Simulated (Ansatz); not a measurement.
TaSi$_{2}$ in space group P6_222 (No. 180; Ta on 3c, Si on 6i) under volume change, the program Ansatz at the PBEsol level (PAW), shape and atoms relaxed at each volume.

```
V (Å³/atom)  E − E(relaxed) (meV/atom)  P (GPa)
-----------  -------------------------  -------
13.012                            83.4    22.53
13.441                            35.0    13.81
13.870                             8.3     6.36
14.299                             0.0     0.00
14.728                             7.4    -5.42
15.157                            28.3   -10.04
15.586                            60.6   -13.96
```

### Question
What does a third-order Birch–Murnaghan fit give for V₀, B₀ and B′?

### Answer
V₀ = 14.30 Å³/atom, B₀ = 195 GPa, B′ = 4.3.

The PBEsol relaxation kept the symmetry of its start; of distortions, only those at the zone centre were tested. The run is not spin-polarised. Spin–orbit coupling is left out wherever it is not named.

Potentials: the later of the program's two PAW sets.
